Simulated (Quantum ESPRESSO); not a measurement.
# BeCu6Ru in 6 site orders

These are calculations, not measurements. They come from Quantum ESPRESSO 7.5, a public plane-wave density functional program. Each row is one single-point run on a made-up periodic cell of eight metal atoms, with elements, volume, strain and displacements drawn at random and not relaxed, so a cell may be unstable or far from any real phase. There is no spin polarisation or spin-orbit coupling.

Settings: PBE unless stated; PseudoDojo standard norm-conserving files; Fermi-Dirac width 0.25 eV, which means electrons at about 2900 K; cutoff 1252 eV; 9 x 6 x 3 k mesh shifted half a step off Gamma. E is the free energy of the whole cell (internal energy minus TS), so a -TS column is already part of it. Stress is positive in tension, and the pressure P is minus a third of its trace.

Checks: one run of this series was repeated at a higher cutoff and on a denser mesh, which moved values by no more than 0.011 eV, 0.22 GPa and 0.004 eV/Å, and a second program with other atomic files agreed on it to 2 % rms in force and 0.5 GPa in pressure. Known limits: the beryllium pseudopotential is less sure than most, with forces differing by about two percent and pressure by one to two GPa from a second method on plain beryllium; the copper pseudopotential is less sure than most, with forces differing by about three percent and pressure by about two GPa from a second method on plain copper; a spin test at this wide smearing found no moment, but such smearing suppresses magnetism that the real alloy may have.

The lattice is hexagonal close-packed, and the cell vectors in Å are (-2.572, 0.000, 0.000); (0.000, 0.000, -4.108); (0.000, -8.909, 0.000), a volume of 94.12 Å³. The runs move one Ru atom among sites that otherwise hold Cu, on the same eight displaced sites. E is counted from run 1, and the rms force is over all 24 components. Nothing is relaxed, so E mixes bonding between neighbours with strain on unrelaxed sites, and it is not an ordering energy.

```
run  elements on sites 1 to 8  E (eV)  -TS (eV)  rms force (eV/Å)  largest force (eV/Å)  P (GPa)
  1   Cu Ru Cu Cu Cu Be Cu Cu   0.000    -0.870             1.199                  3.38     7.07
  2   Cu Cu Ru Cu Cu Be Cu Cu   0.519    -0.864             1.709                  5.47        ?
  3   Cu Cu Cu Ru Cu Be Cu Cu  -0.132    -0.841             1.363                  3.42     7.74
  4   Cu Cu Cu Cu Ru Be Cu Cu   0.569    -0.878             1.746                  5.71     9.95
  5   Cu Cu Cu Cu Cu Be Ru Cu   0.464    -0.909             1.458                  3.77     9.76
  6   Cu Cu Cu Cu Cu Be Cu Ru  -0.090    -0.840             1.123                  3.18     6.84
```

## Worked fit

A straight line through the runs shown gives P = 7.58 + 4.26 E GPa with E in eV, an error of 0.86 on the slope and a scatter of 0.56 GPa. At this fixed volume the orders of higher energy tend to have the higher pressure.

## Withheld value

Question: what pressure should run 2 give?

The fit gives 9.79 ± 0.69 GPa. The calculation gave 10.09 GPa.
